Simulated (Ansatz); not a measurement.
Level of theory: DFT PBE, scalar-relativistic, plane waves, PAW in Ansatz 0.2.0. Cutoff 420 eV, Γ-centred 8×8×8 mesh (8-atom cell), Gaussian smearing of 0.10 eV, no spin polarisation.

Formation energies are uncorrected and count from the elements' standard states at the same level.

Task: Find a candidate cubic metal that holds Al and 2 more elements, with a formation energy near −1.37 eV/atom and a density near 6.35 g/cm³, in a cell of 8 atoms. Its symmetry should be Pm-3m (No. 221).

Result: Zr3AlN4, space group Pm-3m (No. 221). Zr has 6 N at 2.27 Å, 4 Al at 3.21 Å and 8 Zr at 3.21 Å; Al is surrounded by 6 N at 2.27 Å and 12 Zr at 3.21 Å; N on a site of symmetry 4/mmm has 2 Al at 2.27 Å and 4 Zr at 2.27 Å; around N on a site of symmetry m-3m lie 6 Zr at 2.27 Å.

Space group Pm-3m (No. 221). a = 4.535 Å, b = 4.535 Å, c = 4.535 Å, α = 90.00°, β = 90.00°, γ = 90.00°
```
atom  site  symmetry       x       y       z
  Zr    3d    4/mm.m  0.5000  0.0000  0.0000
  Al    1b      m-3m  0.5000  0.5000  0.5000
   N    3c    4/mm.m  0.0000  0.5000  0.5000
   N    1a      m-3m  0.0000  0.0000  0.0000
```

The volume per atom is 11.66 Å³. The density is 6.35 g/cm³. The formation energy is −1.37 eV/atom and the gap on the 8×8×8 mesh of the 8-atom cell is 0 eV (a metal).

It was reached by relaxing an invented guess, and it needn't be the stable form of this composition. Other answers may fit too; this one was computed.

Symmetry constrained the relaxation, so the result can be a saddle point. Another cell of Zr3AlN4 relaxed alike, in I4/mmm, lies 71 meV/atom lower, so this cell isn't the stable form at this level.
